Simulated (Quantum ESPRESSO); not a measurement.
## Mo2Ag3Ir2Cu (input and log of a self-consistent run)

Simulated, not a measurement. The program is pw.x of Quantum ESPRESSO 7.5 (plane-wave density functional theory). The cell is made up: eight metal atoms on a hexagonal close-packed lattice, with elements, volume, strain and displacements drawn at random and not relaxed, so it may be unstable or far from any real phase. PseudoDojo standard norm-conserving files set the functional (PBE unless stated); there is no spin polarisation or spin-orbit coupling, the Fermi-Dirac width of 0.25 eV means electrons at about 2900 K, and the masses in the input are unused placeholders. The copper pseudopotential is less sure than most, with forces differing by about three percent and pressure by about two GPa from a second method on plain copper. Heavy elements are run without spin-orbit coupling, which real alloys of them have. A spin test at this wide smearing found no moment, but such smearing suppresses magnetism that the real alloy may have.

Input:

```
&control calculation='scf', pseudo_dir='./dojo.nc.sr.pbe.v0_5.standard.upf', outdir='./o', disk_io='medium', tprnfor=.true., tstress=.true. /
&system ibrav=0, nat=8, ntyp=4, nbnd=82, ecutwfc=92.02030273, nosym=.true., tot_charge=0,
 occupations='smearing', smearing='fd', degauss=0.0183746611
/
&electrons conv_thr=1.470e-08, electron_maxstep=70, mixing_beta=0.5 /
ATOMIC_SPECIES
Ag 1.0 Ag.upf
Cu 1.0 Cu.upf
Ir 1.0 Ir.upf
Mo 1.0 Mo.upf
CELL_PARAMETERS angstrom
-0.0093 4.7858 0.0254
2.851 0.0184 4.4685
2.7217 -0.0293 -4.3887
ATOMIC_POSITIONS angstrom
Mo -0.0317 -0.0776 -0.1431
Ag 2.8421 0.0106 -0.0625
Ag 2.6749 1.7062 -2.2311
Ag 2.786 1.8342 2.0938
Ir 1.3834 2.2462 0.0591
Mo 4.1541 2.6173 0.0771
Ir 1.3967 4.0399 -2.2687
Cu 1.4433 3.969 2.2302
K_POINTS automatic
5 5 5 1 1 1
```

The log is shortened where brackets say so; the opening notice, blank lines, dates and the lines on written files are dropped, and the path of the files is cut. It prints rydbergs, bohrs and kilobars, and counts compression as positive stress. Its total energy is the free energy E - TS of the whole cell.

```
     Program PWSCF v.7.5
     Parallel version (MPI & OpenMP), running on       1 processor cores
     Number of MPI processes:                 1
     Threads/MPI process:                     1
     [start-up lines left out]
     bravais-lattice index     =            0
     lattice parameter (alat)  =       9.0440  a.u.
     unit-cell volume          =     796.8531 (a.u.)^3
     number of atoms/cell      =            8
     number of atomic types    =            4
     number of electrons       =       138.00
     number of Kohn-Sham states=           82
     kinetic-energy cutoff     =      92.0203  Ry
     charge density cutoff     =     368.0812  Ry
     scf convergence threshold =      1.5E-08
     mixing beta               =       0.5000
     number of iterations used =            8  plain     mixing
     Exchange-correlation= PBE
                           (   1   4   3   4   0   0   0)
     [axes and pseudopotential details left out]
   Cartesian axes
     site n.     atom                  positions (alat units)
         1        Mo     tau(   1) = (  -0.0066237  -0.0162144  -0.0299005  )
         2        Ag     tau(   2) = (   0.5938515   0.0022149  -0.0130593  )
         3        Ag     tau(   3) = (   0.5589154   0.3565073  -0.4661842  )
         4        Ag     tau(   4) = (   0.5821295   0.3832527   0.4374956  )
         5        Ir     tau(   5) = (   0.2890589   0.4693393   0.0123488  )
         6        Mo     tau(   6) = (   0.8679915   0.5468800   0.0161099  )
         7        Ir     tau(   7) = (   0.2918379   0.8441296  -0.4740407  )
         8        Cu     tau(   8) = (   0.3015749   0.8293152   0.4659962  )
     number of k points=    63  Fermi-Dirac smearing, width (Ry)=  0.0184
                       cart. coord. in units 2pi/alat
        k(    1) = (   0.1720015   0.1003520  -0.0030514), wk =   0.0320000
        k(    2) = (   0.3453486   0.1012759  -0.1136544), wk =   0.0320000
     [further k points left out]
     Dense  grid:    95059 G-vectors     FFT dimensions: (  60,  64,  60)
     Estimated max dynamical RAM per process >     185.76 MB
     Initial potential from superposition of free atoms
     starting charge     137.9951, renormalised to     138.0000
     Starting wfcs are   80 randomized atomic wfcs +    2 random wfcs
     total cpu time spent up to now is       44.4 secs
     per-process dynamical memory:   101.4 Mb
     Self-consistent Calculation
     iteration #  1     ecut=    92.02 Ry     beta= 0.50
     Davidson diagonalization with overlap
     ethr =  1.00E-02,  avg # of iterations =  3.0
     total cpu time spent up to now is      183.8 secs
     total energy              =   -2048.01289310 Ry
     estimated scf accuracy    <       4.79269184 Ry
     iteration #  2     ecut=    92.02 Ry     beta= 0.50
     Davidson diagonalization with overlap
     ethr =  3.47E-03,  avg # of iterations =  3.0
     total cpu time spent up to now is      313.9 secs
     total energy              =   -2048.27968960 Ry
     estimated scf accuracy    <      23.03854491 Ry
     iteration #  3     ecut=    92.02 Ry     beta= 0.50
     Davidson diagonalization with overlap
     ethr =  3.47E-03,  avg # of iterations =  2.0
     total cpu time spent up to now is      402.8 secs
     total energy              =   -2050.52604932 Ry
     estimated scf accuracy    <       5.66952423 Ry
     iteration #  4     ecut=    92.02 Ry     beta= 0.50
     Davidson diagonalization with overlap
     ethr =  3.47E-03,  avg # of iterations =  1.2
     total cpu time spent up to now is      471.7 secs
     total energy              =   -2050.75229851 Ry
     estimated scf accuracy    <       0.58802292 Ry
     iteration #  5     ecut=    92.02 Ry     beta= 0.50
     Davidson diagonalization with overlap
     ethr =  4.26E-04,  avg # of iterations =  2.0
     total cpu time spent up to now is      553.1 secs
     total energy              =   -2050.75159438 Ry
     estimated scf accuracy    <       0.20732111 Ry
     [iterations 6 to 11 left out]
     iteration # 12     ecut=    92.02 Ry     beta= 0.50
     Davidson diagonalization with overlap
     ethr =  3.05E-08,  avg # of iterations =  3.0
     total cpu time spent up to now is     1211.1 secs
     total energy              =   -2050.78816987 Ry
     estimated scf accuracy    <       0.00000989 Ry
     iteration # 13     ecut=    92.02 Ry     beta= 0.50
     Davidson diagonalization with overlap
     ethr =  7.17E-09,  avg # of iterations =  3.0
     total cpu time spent up to now is     1324.6 secs
     total energy              =   -2050.78817172 Ry
     estimated scf accuracy    <       0.00000128 Ry
     iteration # 14     ecut=    92.02 Ry     beta= 0.50
     Davidson diagonalization with overlap
     ethr =  9.28E-10,  avg # of iterations =  2.4
     total cpu time spent up to now is     1404.4 secs
     total energy              =   -2050.78817192 Ry
     estimated scf accuracy    <       0.00000021 Ry
     iteration # 15     ecut=    92.02 Ry     beta= 0.50
     Davidson diagonalization with overlap
     ethr =  1.52E-10,  avg # of iterations =  2.3
     total cpu time spent up to now is     1492.2 secs
     total energy              =   -2050.78817195 Ry
     estimated scf accuracy    <       0.00000007 Ry
     iteration # 16     ecut=    92.02 Ry     beta= 0.50
     Davidson diagonalization with overlap
     ethr =  5.23E-11,  avg # of iterations =  1.1
     total cpu time spent up to now is     1567.3 secs
     End of self-consistent calculation
     [lines on levels left out]
!    total energy              =   -2050.78817196 Ry
     estimated scf accuracy    <          8.8E-09 Ry
     smearing contrib. (-TS)   =      -0.10009627 Ry
     internal energy E=F+TS    =   -2050.68807569 Ry
     The total energy is F=E-TS. E is the sum of the following terms:
     one-electron contribution =    -685.70843690 Ry
     hartree contribution      =     434.14781418 Ry
     xc contribution           =    -314.60364458 Ry
     ewald contribution        =   -1484.52380839 Ry
     convergence has been achieved in  16 iterations
     Forces acting on atoms (cartesian axes, Ry/au):
     atom    1 type  4   force =     0.05113108    0.02758371    0.00482798
     atom    2 type  1   force =    -0.04533167    0.02161876    0.00843863
     atom    3 type  1   force =     0.02538270   -0.04071089    0.01953844
     atom    4 type  1   force =    -0.00669724   -0.08511566    0.11034146
     atom    5 type  3   force =    -0.05095884    0.07890097   -0.09521507
     atom    6 type  4   force =     0.03710643   -0.05690334   -0.04052895
     atom    7 type  3   force =     0.00185659    0.01818955    0.02611089
     atom    8 type  2   force =    -0.01248906    0.03643690   -0.03351338
     Total force =     0.236450     Total SCF correction =     0.000324
     Computing stress (Cartesian axis) and pressure
          total   stress  (Ry/bohr**3)                   (kbar)     P=      187.86
   0.00112495  -0.00018551   0.00002087          165.49      -27.29        3.07
  -0.00018551   0.00113488  -0.00015066          -27.29      166.95      -22.16
   0.00002087  -0.00015066   0.00157138            3.07      -22.16      231.16
     init_run     :     40.21s CPU     44.21s WALL (       1 calls)
     electrons    :   1426.58s CPU   1522.95s WALL (       1 calls)
     forces       :     16.21s CPU     16.44s WALL (       1 calls)
     stress       :     51.02s CPU     51.32s WALL (       1 calls)
     [timing details left out]
     PWSCF        :  25m34.51s CPU  27m15.98s WALL
     JOB DONE.
```

In other units: free energy -27902.395 eV for the cell, pressure 18.79 GPa, largest force component 2.837 eV/Å in size. The run took 1638 s of wall time with one process on a shared machine (AMD EPYC, Zen 5, virtual cores), so the time is rough. A rerun of this cell at a higher cutoff and on a denser mesh moved values by no more than 0.003 eV in energy, 0.02 GPa in stress and 0.007 eV/Å in force, and a second program with other atomic files agreed on that cell to 2 % rms in force and 0.5 GPa in pressure.